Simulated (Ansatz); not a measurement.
A relaxed cell of Ta2Ru3 is given with its symmetry left out. The cell was found from a structure generator's guess, not taken from experiment.

Computed with Ansatz 0.2.0, DFT PBE, scalar-relativistic, plane waves, PAW. Cutoff 420 eV, Γ-centred mesh, Gaussian smearing, no spin polarisation.

```cif
data_structure
_symmetry_space_group_name_H-M 'P 1'
_symmetry_Int_Tables_number 1
_cell_length_a 2.7982
_cell_length_b 2.7982
_cell_length_c 23.1003
_cell_angle_alpha 90.000
_cell_angle_beta 90.000
_cell_angle_gamma 120.000
_cell_volume 156.65
loop_
_atom_site_label
_atom_site_type_symbol
_atom_site_fract_x
_atom_site_fract_y
_atom_site_fract_z
_atom_site_occupancy
Ta1 Ta 0.33333 0.66667 0.05677 1
Ta2 Ta 0.33333 0.66667 0.44323 1
Ta3 Ta 0.66667 0.33333 0.55677 1
Ta4 Ta 0.66667 0.33333 0.94323 1
Ru1 Ru 0.33333 0.66667 0.25000 1
Ru2 Ru 0.33333 0.66667 0.65956 1
Ru3 Ru 0.33333 0.66667 0.84044 1
Ru4 Ru 0.66667 0.33333 0.15956 1
Ru5 Ru 0.66667 0.33333 0.34044 1
Ru6 Ru 0.66667 0.33333 0.75000 1
```

The zero of energy is the elements' standard structures at the same level; no fitted shifts are applied.

**Question.** What space group does it have?

**Answer.** P6_3/mmc (No. 194), with Ta and Ru ordered on hcp sites. Conventional cell: a = 2.798 Å, c = 23.100 Å. Around Ta lie 6 Ta at 2.80 Å, 3 Ru at 2.87 Å and 3 Ta at 3.08 Å; around Ru on a site of symmetry -6m2 lie 12 Ru at 2.64–2.80 Å; around Ru on a site of symmetry 3m lie 9 Ru at 2.64–2.80 Å and 3 Ta at 2.87 Å.

**Question.** How far does it lie from the elements in energy?

**Answer.** +0.10 eV/atom. A positive value: parting into the elements would lower its energy.

**Question.** Is it a metal?

**Answer.** Yes, bands cross the Fermi level on the 18×18×2 mesh.

The last run used an 18×18×2 mesh (in the run's order of axes) for its 10-atom cell and Gaussian smearing of 0.10 eV. These runs have no spin–orbit coupling, which can matter for Ta. A structure relaxed within its symmetry needn't be a true minimum.
